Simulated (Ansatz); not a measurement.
MoW:
```xyz
2
Lattice="3.1602 0.0000 0.0000 0.0000 3.1602 0.0000 0.0000 0.0000 3.1602" Properties=species:S:1:pos:R:3 pbc="T T T"
Mo     0.0000     0.0000     0.0000
W      1.5801     1.5801     1.5801
```

Relaxed with r²SCAN. Special points in fractions of this cell's reciprocal vectors: Γ (0.000, 0.000, 0.000); X (0.000, 0.500, 0.000); M (0.500, 0.500, 0.000); R (0.500, 0.500, 0.500).

Problem. List the band energies nearest the Fermi level at these points for r²SCAN in the plane-wave PAW code Ansatz.

Solution. In eV from the Fermi level; about four levels below and three above (degenerate sets whole), none deeper than 8.9 eV; points with the same levels are listed once.

```tsv
k	below	above
Γ	-5.76 -5.76 -1.32 -1.32 -1.32	2.25 2.25 4.75 4.75 4.75
X	-0.74 -0.74 -0.42 -0.42	0.91 1.48 3.65
M	-6.28 -5.72 -3.61 -3.61	1.08 1.08 2.12
R	-3.03 -3.03 -3.03 -2.84 -2.84 -2.84	2.77 2.77 3.64 3.64
```

Space group Pm-3m (CsCl type). The start of the workflow was typed in or built on a structure type; neither database checked (COD, Materials Project) lists it. Whether it is the stable phase at ambient conditions was not checked. Symmetry was held in the r²SCAN relaxation; its stability against distortions is not shown here. No spin polarisation was allowed. Spin–orbit coupling is left out wherever it is not named.

Potentials: the later of the program's two PAW sets.
